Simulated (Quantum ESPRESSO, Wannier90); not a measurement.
**Wannierisation of SnSe2 (CdI2 type)**

```xyz
3
Lattice="3.8419 0.0000 0.0000 -1.9210 3.3272 0.0000 0.0000 0.0000 6.4859" Properties=species:S:1:pos:R:3 pbc="T T T"
Sn     0.0000     0.0000     0.0000
Se    -1.9210     1.1091    -1.5754
Se     1.9210    -1.1091     1.5754
```

Cell from Materials Project (mp-665), symmetrised, no further relaxation. COD (Crystallography Open Database) has the formula in 2 space groups, this one among them (matched by group alone). Method: PBEsol plane waves in Quantum ESPRESSO 7.5 (PseudoDojo norm-conserving files, 69 Ry, spinors with spin-orbit coupling), Bloch states on a 6×6×4 mesh through Γ, Wannier90 4.0.1. Density: 12×12×6 mesh, Gaussian smearing 0.01 Ry. The cell is built of weakly bound layers, chains or molecules, whose nearest atoms lie 4.01 Å apart. Database cells relaxed without dispersion often hold them too far apart, which can enlarge gaps and weakens couplings between them; spacing and stacking were not compared with the measured crystal.

Bands 31-34 form an isolated set from -13.67 to -11.58 eV relative to the valence-band maximum (on the path) and are turned into 4 Wannier functions by minimising the spread from the start: atomic waves Se 4s.

Centres (Cartesian, Å; one of the equivalent choices) and spreads:

| n | x | y | z | spread (Å²) | nearest atom |
|---|---|---|---|---|---|
| 1 | -1.921 | 1.109 | -1.370 | 1.457 | Se2 |
| 2 | -1.921 | 1.109 | -1.370 | 1.457 | Se2 |
| 3 | 1.921 | -1.109 | 1.370 | 1.457 | Se3 |
| 4 | 1.921 | -1.109 | 1.370 | 1.457 | Se3 |

Ω_I = 5.81 Å², Ω_total = 5.83 Å²; the interpolated bands follow pw.x to 0.4 meV rms on the path. Only this start was tried; a symmetric start can stop on a saddle, and mixtures of these functions could lower the total by at most Ω_total − Ω_I.
